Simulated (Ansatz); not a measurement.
K₃BAs₂ in space group C2/c (No. 15; K on 8f, K on 4e, B on 4e, As on 8f) at seven volumes, r²SCAN in the plane-wave PAW code Ansatz, shape and atoms relaxed at each. One row is withheld.

| V (Å³/atom) | P (GPa) |
|---|---|
| 28.262 | 2.14 |
| 29.194 | 1.31 |
| 30.126 | 0.60 |
| 31.058 | 0.00 |
| 31.989 | -0.50 |
| 32.921 | -0.91 |
| 33.853 | ? |

### Question
Fit the shown pressures and predict the withheld one.

### Answer
P = (3/2)B₀(x^(7/2) − x^(5/2))[1 + (3/4)(B′ − 4)(x − 1)] with x = (V₀/V)^(2/3). Least squares on the six rows gives V₀ = 31.066 Å³/atom, B₀ = 18.1 GPa, B′ = 4.75. At V = 33.853, x = 0.9443 and P = -1.27 GPa. The run itself gave -1.25 GPa.

The workflow started from a Materials Project entry (that database holds measured and hypothetical structures alike); the Crystallography Open Database copy checked does not list it. Whether it is the stable phase at ambient conditions was not checked. Symmetry was held in the r²SCAN relaxation; its stability against distortions is not shown here.

Potentials: the later of the program's two PAW sets.
